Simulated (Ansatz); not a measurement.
Hf2InC:
```yaml
crystal:
  lattice:
    - [3.28875, 0.00000, 0.00000]
    - [-1.64438, 2.84814, 0.00000]
    - [0.00000, 0.00000, 14.70946]
  atoms:
    - { symbol: Hf, position: [0.66667, 0.33333, 0.58242] }
    - { symbol: Hf, position: [0.33333, 0.66667, 0.41758] }
    - { symbol: Hf, position: [0.33333, 0.66667, 0.08242] }
    - { symbol: Hf, position: [0.66667, 0.33333, 0.91758] }
    - { symbol: In, position: [0.66667, 0.33333, 0.25000] }
    - { symbol: In, position: [0.33333, 0.66667, 0.75000] }
    - { symbol: C, position: [0.00000, 0.00000, 0.50000] }
    - { symbol: C, position: [0.00000, 0.00000, 0.00000] }
```

Relaxed with PBEsol. Special points in fractions of this cell's reciprocal vectors: Γ (0.000, 0.000, 0.000); M (0.500, 0.000, 0.000); K (0.333, 0.333, 0.000); A (0.000, 0.000, 0.500); L (0.500, 0.000, 0.500); H (0.333, 0.333, 0.500).

Q: List the band energies nearest the Fermi level at these points for DFT-PBEsol with spin–orbit coupling in the program Ansatz with PAW potentials.

A: In eV from the Fermi level; about four levels below and three above (degenerate sets whole), none deeper than 8.9 eV; points with the same levels are listed once.

```tsv
k	below	above
Γ	-2.67 -2.67 -1.66 -1.66	0.53 0.53 1.02 1.02
M	-0.88 -0.88 -0.85 -0.85	2.14 2.14 3.04 3.04
K	-0.86 -0.86 -0.84 -0.84	0.03 0.03 1.55 1.55
A	-2.17 -2.17 -2.17 -2.17	0.82 0.82 0.82 0.82
L	-0.86 -0.86 -0.86 -0.86	2.60 2.60 2.60 2.60
H	-0.89 -0.89 -0.63 -0.63	0.66 0.66 0.80 0.80
```

Space group P6_3/mmc. The workflow started from a Materials Project entry (that database holds measured and hypothetical structures alike); the Crystallography Open Database copy checked does not list it. Its standing as an ambient phase is unchecked. Symmetry was held in the PBEsol relaxation; of distortions, only those at the zone centre were tested. No spin polarisation was allowed.

Potentials: the later of the program's two PAW sets.
